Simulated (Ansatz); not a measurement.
Structure types of La were relaxed at one common pressure (all-electron LAPW in Ansatz 0.2.0 under LDA, scalar-relativistic, no spin polarisation, zero temperature). They take these volumes:

| type | space group | V (Å³/atom) |
| --- | --- | --- |
| bcc | Im-3m | 16.49 |
| hcp | P6_3/mmc | 16.02 |
| diamond | Fd-3m | 21.46 |
| sc | Pm-3m | 17.16 |
| omega | P6/mmm | 16.38 |

At about which pressure, and is the densest type also the lowest in enthalpy?

92 GPa. The densest is hcp, and it is also the lowest in enthalpy among these.
